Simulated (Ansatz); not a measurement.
HfC:
```xyz
2
Lattice="0.0000 2.3203 2.3203 2.3203 0.0000 2.3203 2.3203 2.3203 0.0000" Properties=species:S:1:pos:R:3 pbc="T T T"
C      0.0000     0.0000     0.0000
Hf     2.3203     2.3203     2.3203
```

Relaxed with r²SCAN. Special points in fractions of this cell's reciprocal vectors: Γ (0.000, 0.000, 0.000); X (0.500, 0.000, 0.500); U (0.625, 0.250, 0.625); K (0.375, 0.375, 0.750); L (0.500, 0.500, 0.500); W (0.500, 0.250, 0.750).

Question: List the band energies nearest the Fermi level at these points for plane-wave PAW r²SCAN with spin–orbit coupling (Ansatz code).

Answer: In eV from the Fermi level; about four levels below and three above (degenerate sets whole), none deeper than 8.9 eV; points with the same levels are listed once.

| k | below | above |
|---|---|---|
| Γ | – | 0.78 0.78 0.96 0.96 0.96 0.96 |
| X | -0.44 -0.44 -0.09 -0.09 | 5.33 5.33 6.74 6.74 |
| U | -3.06 -3.06 -1.91 -1.91 | 1.66 1.66 5.93 5.93 |
| L | -3.40 -3.40 -3.31 -3.31 | 5.46 5.46 5.48 5.48 |
| W | -3.29 -3.29 -2.74 -2.74 | 3.78 3.78 3.85 3.85 |

Space group Fm-3m (rock salt). The cell was relaxed with r²SCAN under the symmetry of its start; of distortions, only those at the zone centre were tested. The run is not spin-polarised.

Potentials: the later of the program's two PAW sets.
